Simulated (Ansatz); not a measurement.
Relax this structure to zero stress and force, keeping its symmetry:

```yaml
crystal:
  lattice:
    - [6.60951, 0.00000, 0.00000]
    - [0.00000, 3.81524, 0.00000]
    - [-1.52446, 0.00000, 10.65276]
  atoms:
    - { symbol: Ti, position: [0.55096, 0.75000, 0.89861] }
    - { symbol: Ti, position: [0.44904, 0.25000, 0.10139] }
    - { symbol: Ti, position: [0.69294, 0.75000, 0.56477] }
    - { symbol: Ti, position: [0.30706, 0.25000, 0.43523] }
    - { symbol: Ti, position: [0.25323, 0.75000, 0.65541] }
    - { symbol: Ti, position: [0.74677, 0.25000, 0.34459] }
    - { symbol: Pb, position: [0.00459, 0.75000, 0.15029] }
    - { symbol: Pb, position: [0.99541, 0.25000, 0.84971] }
    - { symbol: O, position: [0.47465, 0.75000, 0.07361] }
    - { symbol: O, position: [0.52535, 0.25000, 0.92639] }
    - { symbol: O, position: [0.74418, 0.75000, 0.38273] }
    - { symbol: O, position: [0.25582, 0.25000, 0.61727] }
    - { symbol: O, position: [0.35619, 0.75000, 0.47903] }
    - { symbol: O, position: [0.64381, 0.25000, 0.52097] }
    - { symbol: O, position: [0.83268, 0.75000, 0.94414] }
    - { symbol: O, position: [0.16732, 0.25000, 0.05586] }
    - { symbol: O, position: [0.95528, 0.75000, 0.62913] }
    - { symbol: O, position: [0.04472, 0.25000, 0.37087] }
    - { symbol: O, position: [0.56535, 0.75000, 0.71418] }
    - { symbol: O, position: [0.43465, 0.25000, 0.28582] }
    - { symbol: O, position: [0.24983, 0.75000, 0.82462] }
    - { symbol: O, position: [0.75017, 0.25000, 0.17538] }
```

All numbers below come from DFT PBEsol, scalar-relativistic, plane waves, PAW (Ansatz).

Cutoff 420 eV; k points 4×8×4 on the computed 22-atom cell (Γ-centred); Gaussian smearing, width 0.02 eV; no spin polarisation.

Question: What does it relax to?

Answer: The volume drops by 0.16 Å³/atom to 12.05 Å³/atom, and the energy falls by 1.4 meV/atom. Final structure:
```yaml
crystal:
  lattice:
    - [6.59115, 0.00000, 0.00163]
    - [0.00000, 3.79191, 0.00000]
    - [-1.51760, 0.00000, 10.60934]
  atoms:
    - { symbol: Ti, position: [0.55100, 0.75000, 0.89853] }
    - { symbol: Ti, position: [0.44900, 0.25000, 0.10147] }
    - { symbol: Ti, position: [0.69340, 0.75000, 0.56543] }
    - { symbol: Ti, position: [0.30660, 0.25000, 0.43457] }
    - { symbol: Ti, position: [0.25357, 0.75000, 0.65516] }
    - { symbol: Ti, position: [0.74643, 0.25000, 0.34484] }
    - { symbol: Pb, position: [0.00343, 0.75000, 0.15062] }
    - { symbol: Pb, position: [0.99657, 0.25000, 0.84938] }
    - { symbol: O, position: [0.47474, 0.75000, 0.07361] }
    - { symbol: O, position: [0.52526, 0.25000, 0.92639] }
    - { symbol: O, position: [0.74550, 0.75000, 0.38317] }
    - { symbol: O, position: [0.25450, 0.25000, 0.61683] }
    - { symbol: O, position: [0.35656, 0.75000, 0.47866] }
    - { symbol: O, position: [0.64344, 0.25000, 0.52134] }
    - { symbol: O, position: [0.83235, 0.75000, 0.94296] }
    - { symbol: O, position: [0.16765, 0.25000, 0.05704] }
    - { symbol: O, position: [0.95494, 0.75000, 0.63006] }
    - { symbol: O, position: [0.04506, 0.25000, 0.36994] }
    - { symbol: O, position: [0.56519, 0.75000, 0.71423] }
    - { symbol: O, position: [0.43481, 0.25000, 0.28577] }
    - { symbol: O, position: [0.25019, 0.75000, 0.82427] }
    - { symbol: O, position: [0.74981, 0.25000, 0.17573] }
```

Course of the relaxation (steps run on the plane waves of an earlier cell, and the basis is chosen afresh near the end, so energy and pressure can step there; trial steps that raised the energy were taken back; energies are free energies):

```tsv
step	E − E_final (meV/atom)	largest force component (eV/Å)	P (GPa)	V (Å³/atom)
1	1.4	0.174	-2.55	12.21
2	-0.4	0.105	-0.33	12.07
3	-0.6	0.040	0.02	12.05
4	-0.6	0.025	0.04	12.06
5	-0.5	0.042	0.01	12.06
6	-0.6	0.009	0.01	12.06
7	-0.6	0.004	0.00	12.06
8	0.0	0.004	-0.08	12.06
9	0.0	0.009	0.05	12.05
10	0.0	0.004	0.01	12.05
11	0.0	0.004	0.00	12.05
```

Spin–orbit coupling is left out, which can shift energies with elements as heavy as these.

Cost: 1 run of about 12 core-minutes, on Intel Xeon 6975P-C (Granite Rapids) (shared hosts).